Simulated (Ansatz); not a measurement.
A geometry of ZnInGaO4 away from equilibrium: the start of the relaxation of a randomly generated symmetric cell of ZnInGaO4 (space group No. 6). Calculation: r2SCAN (plane waves to 500 eV, PAW, scalar-relativistic; Ansatz, an electronic-structure program). Γ-centred k-mesh 6×6×4 on the run's cell (coarser than for final values), Fermi–Dirac smearing 0.05 eV.

```xyz
7
Lattice="3.8538 0.0000 0.0000 0.0000 3.8133 0.0000 -1.5722 0.0000 6.4674" Properties=species:S:1:pos:R:3 pbc="T T T"
Ga     0.0800     1.9067     4.5057
In     1.1560     0.0000     3.5574
O      1.2721     0.0000     6.1665
O      1.8832     1.3764     4.3788
O      1.8832     2.4370     4.3788
O      1.8351     0.0000     0.8151
Zn     2.9062     1.9067     2.4090
```

Predict the force on each atom, in eV/Å.


```json
[
 {"atom": "Ga1", "Fx": "-5.34", "Fy": "0.00", "Fz": "5.08"},
 {"atom": "In2", "Fx": "-6.95", "Fy": "0.00", "Fz": "-12.17"},
 {"atom": "O3", "Fx": "-3.40", "Fy": "0.00", "Fz": "2.85"},
 {"atom": "O4", "Fx": "6.30", "Fy": "-26.54", "Fz": "4.88"},
 {"atom": "O5", "Fx": "6.30", "Fy": "26.54", "Fz": "4.88"},
 {"atom": "O6", "Fx": "2.68", "Fy": "0.00", "Fz": "-0.89"},
 {"atom": "Zn7", "Fx": "0.42", "Fy": "0.00", "Fz": "-4.65"}
]
```

What is the pressure?

+64.4 GPa, compression positive.

The relaxed cell holds bonded O–O pairs (1.45 Å). No spin polarisation in the result.

The run could not lose the symmetry of its start, so the end can be a saddle point.

The end of the path is a generated cell of ZnInGaO4: the first start was made by a random draw of sites in a space group, and the end was not matched to a known phase here, so it may be hypothetical. Known forms of ZnInGaO4 include space group No. 160.
